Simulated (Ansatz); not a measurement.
# Mo₂N: from a starting cell to a relaxed one

The start is a generated cell, Mo2N built in the AFLOW prototype AB2_oI6_71_a_g (as in MoPt2). Cell shape, volume and atoms are optimised at zero target pressure with r2SCAN (plane waves to 500 eV, PAW, scalar-relativistic; Ansatz, a program for electronic structure). First-step values are on the input's coarse k-mesh.

Ansatz input (later rounds restart from its end on a renewed k-mesh):
Ansatz 0.2 input:
```yaml
crystal:
  lattice:
    - [-1.2595563, 1.7937486, 3.7786643]
    - [1.2595563, -1.7937486, 3.7786643]
    - [1.2595563, 1.7937486, -3.7786643]
  atoms:
    - { symbol: N, position: [0, 0, 0] }
    - { symbol: Mo, position: [0.64667, 0.64667, 0] }
    - { symbol: Mo, position: [0.35333, 0.35333, 0] }
basis: { ecutwfc: 500, ecutrho_ratio: 4, xc_grid: 4, fft_grid_basis: typed }
kpoints: { mp_grid: { grid: [11, 11, 11] } }
hamiltonian:
  xc: r2scan
  dispersion: none
  pseudopotentials: { kind: paw }
scf: { occupations: { method: fermi_dirac, width: 0.05 } }
relax: { f_tol: 0.01, max_steps: 100, cell: { stress_tol: 0.02 } }
output: { forces: true, stress: true }
```

```json
{
  "energy_released": "about 1.2 eV/atom",
  "volume_change": "+3.1 %, from 11.38 to 11.74 Å³/atom",
  "Shortest distances (start → end)": "The closest pairs of elements (up to four, under 3.6 Å), start → end: Mo–Mo 2.22 → 2.65 Å; Mo–N 2.46 → 2.32 Å; N–N 2.52 → 2.69 Å",
  "optimiser_moves": "18"
}
```

The end point of the relaxation:

Space group I4/mmm (No. 139); a = b = 2.693 Å, c = 9.707 Å, α = β = γ = 90.00°

```json
[
 {"atom": "N", "site": "2a", "symmetry": "4/mmm", "x": "0.0000", "y": "0.0000", "z": "0.0000"},
 {"atom": "Mo", "site": "4e", "symmetry": "4mm", "x": "0.0000", "y": "0.0000", "z": "0.3637"}
]
```
(The calculation used a cell of 3 atoms; values per cell refer to that cell.)

Final values are on a 24×24×24 k-mesh of the relaxed cell. The start holds a very short contact (Mo–Mo 2.22 Å). No spin polarisation in the result. The relaxed primitive cell holds an odd number of electrons. A magnetic state may lie lower.

The run could not lose the symmetry of its start: the end is stationary, and may be a saddle point rather than a minimum.

The relaxed structure here is a generated cell of Mo2N: the first start was made by placing the elements on the sites of a structure type, and the end was not matched to a known phase here, so it may be hypothetical.
